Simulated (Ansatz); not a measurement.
Cr (Im-3m); start Cr1↑ Cr2↓ on spinors.

```xyz
2
Lattice="2.8839 0.0000 0.0000 0.0000 2.8839 0.0000 0.0000 0.0000 2.8839" Properties=species:S:1:pos:R:3 pbc="T T T"
Cr    0.0000    0.0000    0.0000
Cr    1.4420    1.4420    1.4420
```

The geometry is a structure as deposited in COD, repeated to hold the magnetic orders, held fixed and not relaxed.

Functional, mesh and filling: PBE, 10×10×10 k mesh, Fermi–Dirac smearing of 0.08 eV. PAW means Ansatz 0.2.0 on its default frozen-core files. Site moments are integrated in spheres about the atoms. Start moments (μB): Cr1 3, Cr2 3.

Iteration by iteration:

```json
{"iteration": "1", "Harris–Foulkes energy less the last (meV)": "-1980.686", "density residual (eV)": "9.8e+00", "∫|m| (μB)": "3.3583"}
{"iteration": "2", "Harris–Foulkes energy less the last (meV)": "-397.031", "density residual (eV)": "3.0e+00", "∫|m| (μB)": "3.5377"}
{"iteration": "3", "Harris–Foulkes energy less the last (meV)": "165.746", "density residual (eV)": "8.2e-02", "∫|m| (μB)": "3.8347"}
{"iteration": "4", "Harris–Foulkes energy less the last (meV)": "129.116", "density residual (eV)": "7.6e-02", "∫|m| (μB)": "3.6144"}
{"iteration": "5", "Harris–Foulkes energy less the last (meV)": "106.028", "density residual (eV)": "7.8e-04", "∫|m| (μB)": "3.5970"}
{"iteration": "6", "Harris–Foulkes energy less the last (meV)": "76.701", "density residual (eV)": "3.7e-05", "∫|m| (μB)": "3.5116"}
{"iteration": "7", "Harris–Foulkes energy less the last (meV)": "56.181", "density residual (eV)": "2.3e-03", "∫|m| (μB)": "3.4552"}
{"iteration": "8", "Harris–Foulkes energy less the last (meV)": "45.504", "density residual (eV)": "2.5e-04", "∫|m| (μB)": "3.3736"}
{"iteration": "9", "Harris–Foulkes energy less the last (meV)": "36.871", "density residual (eV)": "2.2e-04", "∫|m| (μB)": "3.3107"}
{"iteration": "10", "Harris–Foulkes energy less the last (meV)": "30.344", "density residual (eV)": "3.7e-05", "∫|m| (μB)": "3.2570"}
{"iteration": "11", "Harris–Foulkes energy less the last (meV)": "25.489", "density residual (eV)": "8.6e-05", "∫|m| (μB)": "3.2002"}
{"iteration": "12", "Harris–Foulkes energy less the last (meV)": "11.856", "density residual (eV)": "2.9e-03", "∫|m| (μB)": "3.0218"}
{"iteration": "13", "Harris–Foulkes energy less the last (meV)": "3.397", "density residual (eV)": "1.0e-05", "∫|m| (μB)": "2.7267"}
{"iteration": "14", "Harris–Foulkes energy less the last (meV)": "1.293", "density residual (eV)": "4.6e-06", "∫|m| (μB)": "2.6232"}
{"iteration": "15", "Harris–Foulkes energy less the last (meV)": "0.050", "density residual (eV)": "1.1e-06", "∫|m| (μB)": "2.4733"}
{"iteration": "16", "Harris–Foulkes energy less the last (meV)": "0.000", "density residual (eV)": "1.2e-09", "∫|m| (μB)": "2.4330"}
{"iteration": "17", "Harris–Foulkes energy less the last (meV)": "0.000", "density residual (eV)": "2.6e-09", "∫|m| (μB)": "2.4317"}
{"iteration": "18", "Harris–Foulkes energy less the last (meV)": "0.000", "density residual (eV)": "1.6e-10", "∫|m| (μB)": "2.4341"}
```

Site moments (μB): Cr1 (0.00, 0.00, 1.14); Cr2 (0.00, 0.00, -1.14). Cell moment 0.00 μB.

The Ansatz runs typed with the search for lower states off end where their start leads. None of this fixes the real material's magnetic order: only patterns that fit the cell were computed, at zero temperature, with a functional that can overstate moments.
